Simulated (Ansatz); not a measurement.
MgS (rock salt)

```
MgS
1.0
    0.00000     2.60256     2.60256
    2.60256     0.00000     2.60256
    2.60256     2.60256     0.00000
S Mg
1 1
Cartesian
  0.00000   0.00000   0.00000
  2.60256   2.60256   2.60256
```

In each cell atom 2 (Mg, nearest neighbour S at 2.603 Å; its periodic images, 3.7 Å or more away, move with it) moves by s·(0.000, 0.000, 1.000) (along Cartesian z), the rest being held.

Calculation: r2SCAN (plane waves to 500 eV, PAW, scalar-relativistic; Ansatz, a first-principles code). k mesh 9×9×9 (Γ-centred), Fermi-Dirac smearing 0.05 eV. E stands for the smeared free energy. Left out: 2 of 11 points, with atoms too close for the PAW data. MgS was relaxed with its symmetry unable to fall. The PAW data are Ansatz's earlier set. ΔE is measured from the undisplaced structure.

Successive frames, forces in eV/Å:

```
frame         ΔE (eV/cell)                 F on S1               F on Mg2
------------  ------------  ----------------------  ---------------------
s = 0.000 Å          0.000   (0.000, 0.000, 0.000)  (0.000, 0.000, 0.000)
s = -0.156 Å         0.037  (0.000, 0.000, -0.511)  (0.000, 0.000, 0.511)
s = -0.312 Å         0.181  (0.000, 0.000, -1.435)  (0.000, 0.000, 1.435)
```

Task: What are the energy and the forces in the next frame, s = -0.468 Å?

Result: ΔE (eV/cell) = 0.532.

| atom | Fx | Fy | Fz |
|---|---|---|---|
| S1 | 0.000 | 0.000 | -3.274 |
| Mg2 | 0.000 | 0.000 | 3.274 |

(For displaced atoms, the force is minus the slope of the energy, and its curvature is a force constant, which sets phonon frequencies.)
